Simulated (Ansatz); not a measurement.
AlCrB:
```yaml
crystal:
  lattice:
    - [1.49228, -6.90154, 0.00000]
    - [1.49228, 6.90154, 0.00000]
    - [0.00000, 0.00000, 2.94750]
  atoms:
    - { symbol: Al, position: [0.69153, 0.30847, 0.25000] }
    - { symbol: Al, position: [0.30847, 0.69153, 0.75000] }
    - { symbol: B, position: [0.46724, 0.53276, 0.75000] }
    - { symbol: B, position: [0.53276, 0.46724, 0.25000] }
    - { symbol: Cr, position: [0.08403, 0.91597, 0.75000] }
    - { symbol: Cr, position: [0.91597, 0.08403, 0.25000] }
```

Relaxed with r²SCAN.

**Question.** Map the valence electron density (e/Å³), cut off at 0.7 on the plane through (0.692, 0.308, 0.250) spanned by u = [0, 0, 1] and v = [1, -1, 0] in lattice vectors, from r²SCAN (plane waves, PAW; program Ansatz).

**Answer.** x is the fraction of u, y of v (the angle between them is 90°; rows are the nearest grid lines); atoms in the plane: Al at (0.00, 0.00), Al at (0.50, 0.62), B at (0.50, 0.78), B at (0.00, 0.84), Cr at (0.50, 0.39), Cr at (0.00, 0.22).
```
|   .:::::::::.   |
|:::----:::----:::|
|+===---:::---===+|
|@@@%*+=---=+*%@@@|
|*%@@@@@@%@@@@@@%*|
|**#%@@@*=*@@@%#**|
|==+*#%@@@@@%#*+==|
|::--==+++++==--::|
|::--::.   .::--::|
|:::::.     .:::::|
|::::::.....::::::|
|:::::::::::::::::|
|:::::-------:::::|
|---=@@@@@@@@@=---|
|---*@@@@@@@@@*---|
|---=*@@@@@@@*=---|
|===-----------===|
|@@@@@+-----+@@@@@|
|@@@@@*-----*@@@@@|
|@@@%+-------+%@@@|
|:::::::::::::::::|
|---:::::::::::---|
|:::::::::::::::::|
|   .:::::::::.   |
```
Scale: ten equal steps from 0.047 (start of ' ') to 0.700 (end of '@'), in the order ' .:-=+*#%@'; x runs from 0.000 to 1.00, y from 0.000 (bottom) to 1.00 (top).

The density is the valence pseudo-density with augmentation charge, so density and ELF within about 1 Å of a nucleus are not all-electron values.

Space group Cmcm. The start of the workflow was typed in or built on a structure type; neither database checked (COD, Materials Project) lists it. Whether it is the stable phase at ambient conditions was not checked. Symmetry was held in the r²SCAN relaxation; its stability against distortions is not shown here. The workflow began spin-polarised and lost its moments.

Potentials: the earlier of the program's two PAW sets.
